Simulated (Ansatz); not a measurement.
YGa$_{2}$Ni, a database entry at a rescaled volume

```yaml
crystal:
  lattice:
    - [4.11350, 0.00000, 0.00000]
    - [2.05675, -5.00371, 0.00000]
    - [0.00000, 0.00000, -6.59195]
  atoms:
    - { symbol: Ga, position: [0.35600, 0.28800, 0.94400] }
    - { symbol: Ga, position: [0.64400, 0.71200, 0.44400] }
    - { symbol: Ga, position: [0.64400, 0.71200, 0.05600] }
    - { symbol: Ga, position: [0.35600, 0.28800, 0.55600] }
    - { symbol: Ni, position: [0.79100, 0.41800, 0.75000] }
    - { symbol: Ni, position: [0.20900, 0.58200, 0.25000] }
    - { symbol: Y, position: [0.07200, 0.85600, 0.75000] }
    - { symbol: Y, position: [0.92800, 0.14400, 0.25000] }
```

Level: r2SCAN, no spin polarisation; 500 eV; 7×7×4 Γ-centred mesh; gaussian occupations (width 0.0157 eV); Ansatz 0.2.0, fixed geometry.

Stress: The pressure is 0.5 GPa (compression positive), so with the atoms held at these fractions the cell is close to zero pressure.
Electronic structure: It is a metal, with about 3.7 states/eV a cell as the mean within 0.25 eV of the Fermi level, mostly Y d (35 %), Ga p (34 %) and Ni d (22 %).
Forces: The largest is on Ga2 (and as large on other atoms): 0.15 eV/Å, components (0.00, 0.11, -0.10). It makes 10° with the line to a nearest neighbour, Ni5 at 2.50 Å, pointing towards it.
Contacts: Ga–Ni at 2.50 Å: least valence density 0.34 e/Å³ and ELF 0.39 there. Ga–Ga at 2.56 Å: least valence density 0.32 e/Å³ and ELF 0.45 there. Ni–Y at 2.81 Å: least valence density 0.22 e/Å³ and ELF 0.18 there. These are pseudo-fields; inside the PAW spheres they differ from the all-electron ones.
Charges: Bader charges in e: Y +1.63, Ga -0.38, Ni -0.86. In the mean Y gives up most and Ni takes most.

Origin: a database entry at a rescaled volume. Caveats: no spin polarisation, so a magnetic state may lie lower.
